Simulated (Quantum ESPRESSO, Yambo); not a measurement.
## Quasiparticle gap of Al2O3

```
Al2O3
1.0
    2.40251     1.38709     4.37208
   -2.40251     1.38709     4.37208
    0.00000    -2.77419     4.37208
O Al
6 4
Direct
  0.94386   0.55614   0.25000
  0.05614   0.44386   0.75000
  0.25000   0.94386   0.55614
  0.75000   0.05614   0.44386
  0.55614   0.25000   0.94386
  0.44386   0.75000   0.05614
  0.14790   0.14790   0.14790
  0.85210   0.85210   0.85210
  0.35210   0.35210   0.35210
  0.64790   0.64790   0.64790
```

The geometry is that of Materials Project entry mp-1143, symmetrised and not relaxed again.

Starting point: norm-conserving PBEsol (Quantum ESPRESSO, 84 Ry, no spin-orbit coupling). G0W0 in Yambo: 4×4×4 Γ-centred k mesh, 169 bands and a 8 Ry block in the screening, 169 bands in G with the Bruneval-Gonze terminator, plasmon pole fitted at 27.2 eV.

| Property | Result |
|---|---|
| PBEsol gap along the band path | 5.82 eV |
| PBEsol gap between the mesh's edge points (Γ → Γ) | 5.82 eV |
| G0W0 gap between the same points | 8.18 eV |

```
k point  band  E PBEsol (eV)  E QP (eV)  shift (eV)     Z
-------  ----  -------------  ---------  ----------  ----
Γ          VB           0.00      -1.33       -1.33  0.82
Γ          CB           5.82       6.84        1.02  0.85
L          VB          -0.25      -1.65       -1.41  0.81
L          CB           9.07      10.48        1.41  0.84
F          VB          -0.23      -1.64       -1.41  0.81
F          CB           9.31      10.70        1.39  0.84
Z          VB          -0.35      -1.74       -1.39  0.81
Z          CB           8.29       9.55        1.26  0.85
```

Energies count from the PBEsol valence-band maximum.

Nearest settings tried, and what they do to the gap: 3 Ry block (65 vectors against 223): -246 meV. Not varied: bands in G, bands in W, mesh. So the settings aren't converged at that level.
